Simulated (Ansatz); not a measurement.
RbLaS₂:
```yaml
crystal:
  lattice:
    - [2.15883, 1.24640, 7.65538]
    - [-2.15883, 1.24640, 7.65538]
    - [0.00000, -2.49280, 7.65538]
  atoms:
    - { symbol: Rb, position: [0.00000, 0.00000, 0.00000] }
    - { symbol: La, position: [0.50000, 0.50000, 0.50000] }
    - { symbol: S, position: [0.76693, 0.76693, 0.76693] }
    - { symbol: S, position: [0.23307, 0.23307, 0.23307] }
```

Relaxed with r²SCAN.

**Question.** Map the valence electron density (e/Å³), cut off at 0.9 on the plane through (0.000, 0.000, 0.000) spanned by u = [1, 0, 0] and v = [-1, 1, 1] in lattice vectors, from r²SCAN in the plane-wave PAW code Ansatz.

**Answer.** x is the fraction of u, y of v (the angle between them is 51°; rows are the nearest grid lines); atoms in the plane: Rb at (0.00, 0.00), La at (0.00, 0.50), S at (0.53, 0.77), S at (0.47, 0.23).
```
|9999962100000000000000000000000012699999|
|9999997310001112222110000000000000137999|
|9999998410001123343321000000000000013799|
|3589986321001235799974321000000000000013|
|0011222110000125899999963210000000000000|
|0000000000000012589902999632100000000000|
|0000000000000001369931599953110000000000|
|0000000000000000113699999985321111110000|
|1100000000000000000145789875432345665421|
|9731000000000000000001123333222369999999|
|9984100000000000000000011121112359999999|
|9999941000000000000000000000000126999999|
|9999996210000000000000000000000001499999|
|9999999532111211100000000000000000014899|
|9999999632223333211000000000000000001379|
|1245665432345789875410000000000000000011|
|0000111111235899999963110000000000000000|
|0000000000113599951399631000000000000000|
|0000000000012369992099852100000000000000|
|0000000000000123699999985210000112221100|
|3100000000000001234799975321001236899853|
|9973100000000000001233433211000148999999|
|9997310000000000000112222111000137999999|
|9999962100000000000000000000000012699999|
```
Scale: ten equal steps from 0.000 (start of '0') to 0.900 (end of '9'), in the order '0123456789'; x runs from 0.000 to 1.00, y from 0.000 (bottom) to 1.00 (top).

The density is the valence pseudo-density with augmentation charge, so density and ELF within about 1 Å of a nucleus are not all-electron values.

Space group R-3m. The first step of the workflow began from a Materials Project structure, measured or hypothetical; the Crystallography Open Database files this formula in space group No. 166, but the cells were not matched. Its standing as an ambient phase is unchecked. The r²SCAN relaxation kept the symmetry of its start; its stability against distortions is not shown here. Spin–orbit coupling is left out wherever it is not named.

Potentials: the later of the program's two PAW sets.
